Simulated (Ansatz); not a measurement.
**Phonons of Li (Im-3m)**

```
CELL_PARAMETERS angstrom
-1.71549 1.71549 1.71549
1.71549 -1.71549 1.71549
1.71549 1.71549 -1.71549
ATOMIC_POSITIONS crystal
Li 0.00000 0.00000 0.00000
```

The conventional cell has a = 3.431 Å, b = 3.431 Å, c = 3.431 Å, α = 90.00°, β = 90.00°, γ = 90.00°. Li (atom 1) has 8 Li at 2.97 Å as nearest neighbours.

Level of theory, where no other is named: PBEsol, all-electron LAPW in Ansatz 0.2.0, scalar-relativistic. k mesh 20×20×20, Fermi-Dirac smearing of 0.100 eV, basis error target 1 meV/atom. The cell was relaxed by PAW under this functional, which moved its volume by -7 % from the database entry's.

Atoms are displaced by 0.01 Å in the smallest supercells that hold the wave vectors of a 4×4×4 mesh. Negative values stand for unstable modes.

What are the phonon energies at the solved wave vectors, in cm⁻¹?

```json
{"q": "0.250 0.000 0.000", "point": "–", "modes (cm⁻¹)": "36.1, 135.2, 229.3"}
{"q": "0.500 0.000 0.000", "point": "N", "modes (cm⁻¹)": "57.0, 191.8, 325.4"}
{"q": "0.250 0.250 0.000", "point": "–", "modes (cm⁻¹)": "128.7, 251.1, 300.6"}
{"q": "0.250 0.250 0.250", "point": "P", "modes (cm⁻¹)": "264.9 (×3)"}
{"q": "-0.250 0.250 0.250", "point": "–", "modes (cm⁻¹)": "218.2, 226.9 (×2)"}
{"q": "0.500 0.500 0.250", "point": "–", "modes (cm⁻¹)": "218.3, 283.9, 317.5"}
{"q": "0.500 0.500 0.500", "point": "H", "modes (cm⁻¹)": "333.2 (×3)"}
```

Is the structure dynamically stable at these wave vectors?

Yes, no mode is unstable there; wave vectors off this mesh aren't tested.

How well do frozen-core PAW files reproduce these all-electron values?

With a cutoff of 420 eV and displacements of 0.0025 Å, the r.m.s. difference over the modes is 0.0 cm⁻¹; the largest difference is 36.0 (PAW) against 36.1 cm⁻¹ (LAPW).

The cell is scaled evenly to 19.891 and 20.497 Å³ (from 20.194), with free atoms relaxed and the shape held. What are the mode Grüneisen parameters γ = −d ln ω/d ln V?

For the highest mode, 337.5 cm⁻¹ in the small cell and 329.0 in the large one give γ ≈ 0.85. From the change of the dynamical matrix on each mode:

```tsv
point	cm⁻¹	γ
0.25/0/0	36.1	-0.54
0.25/0/0	135.2	0.26
0.25/0/0	229.3	1.11
N	57.0	-0.21
N	191.8	0.25
N	325.4	1.29
0.25/0.25/0	128.7	0.51
0.25/0.25/0	251.1	1.01
0.25/0.25/0	300.6	1.18
P	264.9	1.18
-0.25/0.25/0.25	218.2	1.36
-0.25/0.25/0.25	226.9	0.63
0.5/0.5/0.25	218.3	0.95
0.5/0.5/0.25	283.9	0.75
0.5/0.5/0.25	317.5	1.12
H	333.2	0.86
```

Weighted by the modes' heat capacities at 300 K, the mean on this mesh is 0.73; it moves with the q mesh, and a coarse one overweights the zone boundary. Rows under −0.05 (2 here) are modes that soften under compression and pull towards negative thermal expansion.

Dispersion interpolated along Gamma–H–N–Gamma–P–H–P–N (exact only at the mesh points), cm⁻¹:

```csv
distance (Å⁻¹),ω1,ω2,ω3
0.000,0,0,0
0.610,147,147,170
1.221,259,287,287
1.831,333,333,333
2.263,277,311,322
2.695,153,248,319
3.126,57,192,325
3.558,52,168,282
3.990,11,91,160
4.421,0,0,0
4.950,84,84,192
5.479,197,197,293
6.007,265,265,265
6.536,141,300,300
7.064,245,314,314
7.593,333,333,333
8.122,245,314,314
8.650,141,300,300
9.179,265,265,265
9.484,204,253,305
9.790,123,217,323
10.095,57,192,325
```

Keep in mind: responses of metals move with mesh and smearing; the frozen-core PAW files of the compared runs were fitted under PBE, their cores solved anew for this functional.
